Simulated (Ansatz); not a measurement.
Pd, DFT, PBEsol, all-electron LAPW, scalar-relativistic (Ansatz 0.2.0), run on 1 thread of Arm Neoverse V1 on a shared host.

The cell is COD entry 9008478, as deposited and not checked against the literature; nothing was relaxed. The listed cell was then made from it by scaling, straining or moving an atom.

Command: `ansatz run input.yaml --threads 1 --pin off --max-ram 3072MiB --backend cpu --events-out ev --progress --plain --runs-dir out`

```yaml
crystal:
  lattice:
    - [0.0, 1.9513615093, 1.9513615093]
    - [1.9513615093, 0.0, 1.9513615093]
    - [1.9513615093, 1.9513615093, 0.0]
  atoms:
    - { symbol: Pd, position: [0.0, 0.0, 0.0] }
kpoints:
  mp_grid: { grid: [18, 18, 18] }
  band_path:
    path:
      - [0.0, 0.0, 0.0]
      - [0.5, 0.0, 0.5]
      - [0.625, 0.25, 0.625]
      - [0.375, 0.375, 0.75]
      - [0.0, 0.0, 0.0]
      - [0.5, 0.5, 0.5]
      - [0.5, 0.25, 0.75]
      - [0.5, 0.0, 0.5]
    npoints: 5
scf:
  occupations: { method: fermi_dirac, width: 0.05 }
hamiltonian:
  xc: pbesol
  pseudopotentials: { kind: all_electron, lapw: { basis_error: 0.00025 } }
output:
  forces: true
  stress: true
  eigenvalues: true
```

Problem. How large is the problem that the program sets up?

Solution. 195 irreducible k-points, 169 plane waves at Γ, 18 bands.

Problem. About how long does it take, and how much memory does it use?

Solution. 24 s of wall time for 7 SCF iterations, with a peak of 0.42 GiB. Times on shared machines scatter by tens of per cent.
